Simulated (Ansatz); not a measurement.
A trial structure of GeBiO4 was built thus: random cell by space group and Wyckoff sites (P6/mmm, No. 191). Lengths were set from tabulated atomic sizes, so they are only a guess.

```xyz
6
Lattice="4.0817 0.0000 0.0000 -2.0408 3.5348 0.0000 0.0000 0.0000 6.6918" Properties=species:S:1:pos:R:3 pbc="T T T"
Ge    0.0000    0.0000    3.3459
Bi    0.0000    0.0000    0.0000
O     0.0000    2.3566    0.0000
O     2.0408    1.1783    0.0000
O     0.0000    2.3566    3.3459
O     2.0408    1.1783    3.3459
```

Method: DFT PBE, scalar-relativistic, plane waves, PAW in Ansatz. Cutoff 420 eV, Gaussian smearing, Γ-centred meshes. Cell and atoms relax first on a coarse mesh and then on a finer one. In between, the cell is made exact in the group found at 0.06 Å. In metals the finer mesh still leaves noise of several meV/atom or more. The steps can't lower the symmetry of their start. No spin polarisation.

A guess keeps its type if space group and coordination stay and the shape of the cell changes little (axis ratios within about 15 %, angles within 6°); the volume may change.

Question: Does this structure survive the relaxation?

Answer: It keeps its type. The symmetry stays P6/mmm (No. 191). The volume per atom shrinks by 9.1 %, from 16.1 to 14.6 Å³. The shortest distance goes from 2.36 Å (Bi–O, Ge–O and O–O) to 2.26 Å (Bi–O, Ge–O and O–O). The ratio c/a of the conventional cell changes by a factor of 1.03. Counting neighbours within 15 % of an atom's shortest distance, the start has Bi 6, Ge 6, O 6 and the end Bi 6, Ge 6, O 6.

The last run used a 12×12×6 mesh (in the run's order of axes) for its 6-atom cell and Gaussian smearing of 0.10 eV. Spin–orbit coupling, which can matter for Bi, is left out. An odd number of electrons in the primitive cell allows no gap without spin; a larger cell or a magnetic state could open one. The cell is a metal run without spin; a magnetic state may lie lower. Symmetry constrained the relaxation, so the result can be a saddle point. Another cell of GeBiO4 relaxed alike, in P4/mmm, lies 0.96 eV/atom lower, so this cell isn't the stable form at this level.
